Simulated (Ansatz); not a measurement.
WSeS:
```yaml
crystal:
  lattice:
    - [3.23581, 0.00000, 0.00000]
    - [-1.61791, 2.80230, 0.00000]
    - [0.00000, 0.00000, 12.89662]
  atoms:
    - { symbol: W, position: [0.33333, 0.66667, 0.25992] }
    - { symbol: W, position: [0.66667, 0.33333, 0.74008] }
    - { symbol: Se, position: [0.33333, 0.66667, 0.87168] }
    - { symbol: Se, position: [0.66667, 0.33333, 0.12832] }
    - { symbol: S, position: [0.66667, 0.33333, 0.37835] }
    - { symbol: S, position: [0.33333, 0.66667, 0.62165] }
```

x, y and z are the axes in which the lattice vectors are written.

Task: Give the high-frequency dielectric tensor and the Born effective charge tensors of the independent atoms from DFPT, the program Ansatz at the r²SCAN+D4 level (PAW).

Result: 
ε∞:
```
13.8  0.00  0.00
0.00  13.8  0.00
0.00  0.00  5.71
```
Z* of atom 1 (W), rows: field, columns: displacement, in e:
```
-0.76   0.00   0.00
 0.00  -0.76   0.00
 0.00   0.00  -0.41
```
Z* of atom 3 (Se), rows: field, columns: displacement, in e:
```
0.64  0.00  0.00
0.00  0.64  0.00
0.00  0.00  0.23
```
Z* of atom 5 (S), rows: field, columns: displacement, in e:
```
0.12  0.00  0.00
0.00  0.12  0.00
0.00  0.00  0.17
```

Static charges for comparison (Bader): W1 +1.32, Se3 -0.57, S5 -0.74 e. Born charges measure polarisation by displacement and can exceed these by far.

Space group P-3m1. The first step of the workflow began from a Materials Project structure, measured or hypothetical; the Crystallography Open Database copy checked does not list it. Its standing as an ambient phase is unchecked. The cell was relaxed with r²SCAN+D4 under the symmetry of its start; whether a distortion lowers the energy is not shown. No spin polarisation was allowed. Scalar-relativistic: spin–orbit coupling is off unless named, which matters more the heavier the elements.

Potentials: the later of the program's two PAW sets.
